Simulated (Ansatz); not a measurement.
Relaxation of a relaxed Hf2Si cell, doubled along one cell vector, shaken by Gaussian noise of σ = 0.08 Å a coordinate; 12 atoms in the cell, which starts as P1 (No. 1), aP12; a = 4.7209 Å, b = 5.6583 Å, c = 8.1768 Å, α = β = γ = 90.00°. The numbers are results of r2SCAN (plane waves to 500 eV, PAW, scalar-relativistic; Ansatz, a program for electronic structure), not measurements. Γ-centred k-mesh 3×6×4 on the run's cell (coarser than for final values), Fermi–Dirac smearing 0.05 eV. This is the first round of the run. 

The optimiser's lines from the output (shortened; P is positive under compression):

```
relax step   1: F+E_penalty+E_count = -128425.18395596 eV  Δ(F+E_penalty+E_count) = +0.000e0 eV  max|allowed force component| = 2.543e0 eV/Å  Δτ_max = 0.0000 Å  P = +2.713 GPa  Ω = 218.418 Å³  (11 SCF iters, dr2 threshold 1.00e-7 eV, accepted)
relax step   2: F+E_penalty+E_count = -128426.46350902 eV  Δ(F+E_penalty+E_count) = -1.280e0 eV  max|allowed force component| = 7.089e-1 eV/Å  Δτ_max = 0.1949 Å  P = +0.381 GPa  Ω = 218.000 Å³  (9 SCF iters, dr2 threshold 1.20e-6 eV, accepted)
relax step   3: F+E_penalty+E_count = -128426.56669059 eV  Δ(F+E_penalty+E_count) = -1.032e-1 eV  max|allowed force component| = 2.985e-2 eV/Å  Δτ_max = 0.0909 Å  P = -0.004 GPa  Ω = 218.259 Å³  (8 SCF iters, dr2 threshold 1.20e-6 eV, accepted)
relax step   4: F+E_penalty+E_count = -128426.56714758 eV  Δ(F+E_penalty+E_count) = -4.570e-4 eV  max|allowed force component| = 1.241e-3 eV/Å  Δτ_max = 0.0049 Å  P = -0.002 GPa  Ω = 218.258 Å³  (6 SCF iters, dr2 threshold 8.09e-8 eV, accepted)
relax step   5: F+E_penalty+E_count = -128426.56713154 eV  Δ(F+E_penalty+E_count) = +1.604e-5 eV  max|allowed force component| = 1.205e-3 eV/Å  Δτ_max = 0.0000 Å  P = -0.002 GPa  Ω = 218.258 Å³  stress off target by 1.44e-2 GPa  SCF on the basis re-selected at this cell (its energy is not comparable with the rows above)  (7 SCF iters)
```

From the first to the last row the energy changes by -0.12 eV/atom and the volume by -0.1 %. The last row is marked as not comparable with the walk above it, whose basis was carried along; it does compare with step 1, since both stand on a basis selected at the nominal cutoff for their own cell.

Later rounds, restarted from the end of this one on a renewed k-mesh, logged 5 more steps and released under 0.01 eV/atom more. The final structure after all rounds: P6₃/mmc (No. 194), hP6, AFLOW prototype AB2_hP6_194_c_ad (B8_2, as in InNi2); a = b = 4.7209 Å, c = 5.6582 Å, α = β = 90.00°, γ = 120.00°. No spin polarisation in the result.

The relaxed structure here is a generated cell of Hf2Si: the first start was made by placing the elements on the sites of a structure type, and the end was not matched to a known phase here, so it may be hypothetical.
